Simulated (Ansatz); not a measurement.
**Ag: strain and displacement**

```yaml
crystal:
  lattice:
    - [0.00000, 2.05218, 2.05218]
    - [2.05218, 0.00000, 2.05218]
    - [2.05218, 2.05218, 0.00000]
  atoms:
    - { symbol: Ag, position: [0.00000, 0.00000, 0.00000] }
```

Structure from Materials Project entry mp-124 (possibly hypothetical), not relaxed further.

Method: DFT, r2SCAN, all-electron PAW with datasets made for the crystal, scalar-relativistic in Ansatz 0.2.0.

The runs use a Γ-centred 14×14×14 k mesh, Fermi–Dirac smearing of 0.05 eV, cutoff 260 eV (chosen by the program for this cell), no spin polarisation.

The unchanged cell is at 0.08 GPa.

In a metal, stresses and small energies carry noise from the k mesh.

x, y and z are the Cartesian axes of the cell as listed; fractional coordinates follow a strain, and an engineering shear is twice the off-diagonal strain component.

Question: With this change (xy engineering shear strain of -1 %), what becomes of the energy and stress?

Answer: Energy change under 1 meV/atom; stress change (xx, yy, zz, yz, xz, xy) 0.03, 0.03, -0.01, 0.00, 0.00, 0.41 GPa, compression positive.

Question: With this change (z strained by +1.5 % at fixed volume), what becomes of the energy and stress?

Answer: Energy change under 1 meV/atom; stress change (xx, yy, zz, yz, xz, xy) 0.33, 0.33, -0.53, 0.00, 0.00, 0.00 GPa, compression positive.
